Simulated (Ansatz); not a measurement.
**Lattice vibrations of MoP₄ at Γ**

Method: DFT LDA, scalar-relativistic, plane waves, PAW (Ansatz 0.2.0). Settings: 420 eV plane-wave cutoff, Γ-centred 8×8×8 mesh, Fermi-Dirac smearing of 0.15 eV. No spin polarisation. Phonons by linear response, acoustic sum rule imposed.

Relaxed structure:
```xyz
10
Lattice="2.6353 -5.5274 0.0049 2.6353 5.5274 0.0049 -2.0252 0.0000 5.3845" Properties=species:S:1:pos:R:3 pbc="T T T"
Mo    2.1290   -4.8826    1.3510
Mo    1.1164    4.8826    4.0432
P     0.0878    1.0544    3.6737
P     2.1450    1.0544    4.4128
P     3.1576   -1.0544    1.7206
P     1.1004   -1.0544    0.9814
P     1.0752    2.4363    1.0255
P     3.1828    2.4363    1.6765
P     2.1702   -2.4363    4.3687
P     0.0626   -2.4363    3.7178
```

In a metal, frequencies and elastic constants depend on the k mesh and the smearing, soft modes and shear constants most. A semilocal functional can close a gap that the real compound has.

Optical modes at Γ; i marks an imaginary frequency:
| frequency (cm⁻¹) | degeneracy |
| --- | --- |
| 149 | 1 |
| 160 | 1 |
| 186 | 1 |
| 206 | 1 |
| 229 | 1 |
| 237 | 1 |
| 245 | 1 |
| 283 | 1 |
| 292 | 1 |
| 307 | 1 |
| 311 | 1 |
| 315 | 1 |
| 325 | 1 |
| 329 | 1 |
| 336 | 1 |
| 352 | 1 |
| 375 | 1 |
| 427 | 1 |
| 428 | 1 |
| 435 | 1 |
| 441 | 1 |
| 443 | 1 |
| 452 | 1 |
| 457 | 1 |
| 490 | 1 |
| 501 | 1 |
| 535 | 1 |

All 27 optical modes at Γ are real: no displacement of atoms at fixed cell lowers the energy to second order. Strains and modes at other wave vectors aren't tested by this run.

Cost: 1 run of about 18 core-minutes, on Intel Xeon 6975P-C (Granite Rapids) (shared hosts).